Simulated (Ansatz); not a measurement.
A generated cell, not matched to a known phase here, of CsHgI3: Pnma (No. 62), oP20, AFLOW prototype AB3C_oP20_62_c_cd_a (as in CaTiO3); a = 7.931 Å, b = 13.110 Å, c = 8.947 Å, α = β = γ = 90.00°; Cs 4c (0.002, 0.750, 0.475); Hg 4a (0.000, 0.000, 0.000); I 4c (0.005, 0.750, 0.026); I 8d (0.280, 0.010, 0.171). The numbers are results of r2SCAN (plane waves to 500 eV, PAW, scalar-relativistic; Ansatz, an electronic-structure program), not measurements. Element references, the lowest calculated here: Hg (P6₃/mmc), Cs (Im-3m), I (Cmce).

Total energies (eV/atom, σ → 0; comparable only within this code, potentials and settings):

```
phase          E (eV/atom)
-------------  -----------
CsHgI3 (Pnma)    -8420.491
Hg (P6₃/mmc)    -13827.824
Cs (Im-3m)       -5685.926
I (Cmce)         -7528.023
CsI (Pm-3m)      -6608.754
```

What is the formation energy of this Pnma form of CsHgI3 from the elements?

E_f = -8420.491 − [1 × (-5685.926) + 1 × (-13827.824) + 3 × (-7528.023)] / 5 = -0.93 eV/atom (-4.6 eV per formula unit).

A lower structure of this composition may exist.

Static energies, no anion corrections, no zero-point energy. Values are rounded to 0.01 eV/atom. Not shown to be the ambient phase of their composition (a lower form may be missing, and a cell relaxed within its start's symmetry can be a saddle point): CsHgI3 (Pnma). Spin-orbit coupling is missing from these energies, which matters for elements this heavy. The compounds carry no spin polarisation.
